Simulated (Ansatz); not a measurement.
TiPt₃ (Cu3Au type, Pm-3m), the program Ansatz at the LDA level (PAW), all energies at zero smearing, with the estimated change up to a 700 eV cutoff added, with one set of potentials and settings (totals compare only within such a set). Cell of 4 atoms (1 Ti, 3 Pt): -39188.874 eV.

```json
[
 {"element": "Ti", "reference phase": "P6/mmm, 3 atoms in the cell", "E (eV/atom)": "-2450.3259"},
 {"element": "Pt", "reference phase": "Fm-3m, 1 atoms in the cell", "E (eV/atom)": "-12244.9860"}
]
```

Formation energy per atom, worked out: (-39188.874 − 1×(-2450.3259) − 3×(-12244.9860))/4 = -0.898 eV/atom (-87 kJ per mol of atoms), at 0 K, without zero-point energy or fitted corrections.

The cell was relaxed with LDA under the symmetry of its start; of distortions, only those at the zone centre were tested. The run is not spin-polarised. The references are the lowest solids computed at this level, not always the standard phases. Spin–orbit coupling is left out wherever it is not named.

Potentials: the later of the program's two PAW sets.
